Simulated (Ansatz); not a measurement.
Sn:
```yaml
crystal:
  lattice:
    - [0.00000, 3.23708, 3.23708]
    - [3.23708, 0.00000, 3.23708]
    - [3.23708, 3.23708, 0.00000]
  atoms:
    - { symbol: Sn, position: [0.50000, 0.50000, 0.50000] }
    - { symbol: Sn, position: [0.75000, 0.75000, 0.75000] }
```

Relaxed with LDA.

Question: Which orbitals make up the states near the Fermi level in LDA in the plane-wave PAW code Ansatz?

Answer: Within 0.5 eV of the Fermi level: Sn 5p 81 %, Sn 5s 18 %. Projections are on Löwdin-orthogonalised atomic valence shells; empty p or d shells of many metals are not among them.

Question: Tabulate the density of states.

Answer: States/eV per cell of 2 atoms, in 0.25 eV bins, energy from the Fermi level.

```
E (eV)  total  Sn 5p  Sn 5s
------  -----  -----  -----
-7.85    0.42   0.12   0.29
-7.60    0.02   0.01   0.02
-7.35    0.31   0.10   0.21
-7.10    0.53   0.18   0.35
-6.85    0.70   0.25   0.44
-6.60    0.93   0.36   0.56
-6.35    1.25   0.56   0.68
-6.10    0.79   0.35   0.44
-5.85    0.60   0.26   0.34
-5.60    0.49   0.21   0.28
-5.35    0.41   0.18   0.23
-5.10    0.34   0.15   0.19
-4.85    0.29   0.12   0.16
-4.60    0.25   0.11   0.14
-4.35    0.21   0.09   0.12
-4.10    0.18   0.08   0.10
-3.85    0.15   0.06   0.08
-3.60    0.13   0.06   0.07
-3.35    1.32   1.23   0.08
-3.10    1.49   1.38   0.09
-2.85    1.35   1.24   0.09
-2.60    1.58   1.48   0.09
-2.35    1.86   1.76   0.08
-2.10    1.74   1.65   0.07
-1.85    1.62   1.55   0.06
-1.60    1.51   1.45   0.05
-1.35    1.41   1.37   0.03
-1.10    1.11   1.08   0.02
-0.85    0.65   0.63   0.01
-0.60    0.42   0.41   0.01
-0.35    0.25   0.25   0.00
-0.10    0.12   0.11   0.00
0.15     0.08   0.04   0.04
0.40     0.20   0.11   0.08
0.65     0.45   0.27   0.16
0.90     0.98   0.63   0.30
1.15     1.57   1.03   0.44
1.40     2.31   1.55   0.62
1.65     1.40   0.92   0.37
1.90     1.18   0.78   0.29
2.15     1.23   0.84   0.28
2.40     1.09   0.80   0.20
2.65     1.04   0.81   0.15
2.90     1.68   1.35   0.14
3.15     1.96   1.55   0.15
3.40     1.42   1.13   0.11
3.65     1.18   0.94   0.08
3.90     1.81   1.30   0.09
4.15     1.90   1.31   0.09
4.40     1.65   1.11   0.09
4.65     1.32   0.88   0.07
```

Space group Fd-3m (diamond). This is a known low-temperature phase of the composition, computed here at zero pressure and temperature. The LDA relaxation kept the symmetry of its start; its stability against distortions is not shown here. Spin–orbit coupling is left out wherever it is not named.

Potentials: the later of the program's two PAW sets.
